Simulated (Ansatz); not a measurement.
**Ba2PdBr6: single run (Ansatz)**

Input:

```yaml
crystal:
  lattice:
    - [0.0, 4.953405, 4.953405]
    - [4.953405, 0.0, 4.953405]
    - [4.953405, 4.953405, 0.0]
  atoms:
    - { symbol: Pd, position: [0.0, 0.0, 0.0] }
    - { symbol: Ba, position: [0.25, 0.25, 0.25] }
    - { symbol: Ba, position: [0.75, 0.75, 0.75] }
    - { symbol: Br, position: [0.75, 0.25, 0.25] }
    - { symbol: Br, position: [0.25, 0.75, 0.25] }
    - { symbol: Br, position: [0.25, 0.75, 0.75] }
    - { symbol: Br, position: [0.75, 0.25, 0.75] }
    - { symbol: Br, position: [0.25, 0.25, 0.75] }
    - { symbol: Br, position: [0.75, 0.75, 0.25] }
  symmetry: { tolerance: 0.0003 }
kpoints:
  mp_grid: { grid: [3, 3, 3], shift: [0.5, 0.5, 0.5] }
magnetization:
  spin_polarized: false
scf:
  occupations: { method: fermi_dirac }
hamiltonian:
  pseudopotentials: { kind: paw }
  xc: r2scan
basis:
  ecutwfc: 500
output:
  forces: true
  stress: true
  eigenvalues: true
```

Launch command:

```bash
ansatz run input.yaml --threads 1 --pin off --max-ram 2560MiB --backend cpu --events-out ev --progress --plain --runs-dir out
```

Origin of the cell: a known structure type with other elements, at an estimated volume, so it need not be a known compound.

The smearing width isn't typed, so it takes its default of 0.1 eV.

Output (shortened):

```
SCF iter   1: F=—  HF=-35686.554306 eV  Δρ=7.36e-3  dr2=2.19e-1  dr2_τ=4.31e-2  defer=7
SCF iter   2: F=—  HF=-35686.623932 eV  Δρ=3.42e-3  dr2=5.30e-2  dr2_τ=3.04e-3  defer=13
SCF iter   3: F=—  HF=-35686.613157 eV  Δρ=1.63e-3  dr2=2.28e-2  dr2_τ=6.48e-4  defer=13
SCF iter   4: F=—  HF=-35686.606092 eV  Δρ=6.77e-4  dr2=3.29e-3  dr2_τ=5.13e-5  defer=13
SCF iter   5: F=—  HF=-35686.605163 eV  Δρ=2.13e-4  dr2=2.17e-4  dr2_τ=5.94e-6  defer=13
SCF iter   6: F=—  HF=-35686.605176 eV  Δρ=6.23e-5  dr2=2.04e-5  dr2_τ=8.87e-7  defer=13
SCF iter   7: F=—  HF=-35686.605095 eV  Δρ=2.57e-5  dr2=4.63e-6  dr2_τ=9.16e-8  defer=13
SCF iter   8: F=—  HF=-35686.605094 eV  Δρ=6.45e-6  dr2=1.88e-7  dr2_τ=4.30e-9  defer=13
SCF iter   9: F=-35686.605094 eV  HF=-35686.605094 eV  Δρ=1.45e-6  dr2=5.63e-9  dr2_τ=1.87e-10
SCF 1 converged in 9 iterations: F = -35686.605094 eV  dr2 = 5.63e-9
SCF converged after 9 iterations
Free energy (F): -35686.605094 eV
Harris-Foulkes:  -35686.605094 eV  (|F-HF|=2.35e-9)
Internal energy: -35686.467998 eV  (E = F + TS)
E sigma→0 (E₀):  -35686.536546 eV
Entropy (-TS):   -0.137097 eV (-15.233 meV/atom)
Fermi energy:    8.767020 eV
--- Per-component energies (eV) ---
  E_band       = -465.290836
  E_kinetic    = 1668.270013
  E_local      = -5497.344497  (includes V_loc(G=0)·N_el)
  E_nonlocal   = 752.318586
  E_hartree    = 2126.197962
  E_xc         = -1986.041913
  E_vxc        = -1222.428022  (∫ρ·V_xc dr)
  E_paw        = -27897.613156  (= ΣΔE_a)
  E_vpaw       = -483.404263  (= ΣTr[D̂ρ^β])
  E_aug_tail   = 0.000111  (compensation charges beyond the density's cutoff)
  E_vtau       = 64.899481  (kinetic-family band-sum trace: ∫τ·v_τ [+ j·A + Jᵃ·Aᵃ] dr)
  E_ewald      = -4850.994687
  E_core_change = -1.260417  (= ΣΔE_core)
  E_smearing   = -0.137097  (= −TS)
  Σ components = -35686.605094   (vs F -35686.605094, Δ=0.00e0)
--- Forces (eV/Å), atoms counted from 1 ---
  atom   1  Pd    -0.000000    -0.000000    -0.000000
  atom   2  Ba     0.002292     0.002292     0.002292
  atom   3  Ba    -0.002292    -0.002292    -0.002292
  atom   4  Br     1.057870    -0.017657    -0.017657
  atom   5  Br    -0.017657     1.057870    -0.017657
  atom   6  Br    -1.057870     0.017657     0.017657
  atom   7  Br     0.017657    -1.057870     0.017657
  atom   8  Br    -0.017657    -0.017657     1.057870
  atom   9  Br     0.017657     0.017657    -1.057870
  max |Σ_I F_I| component: 4.44e-16 eV/Å
--- Stress (GPa, compression-positive) ---
        6.099204       0.033224       0.033224
        0.033224       6.099204       0.033224
        0.033224       0.033224       6.099204
  P = ⅓ Tr σ = 6.0992 GPa (60.992 kbar)
```

Caveats: the k mesh is coarse if the cell is a metal; the k mesh keeps only part of the crystal's symmetry.

It ran for 16 s of wall time on 1 CPU thread(s) of a shared host, from the program's own first density.
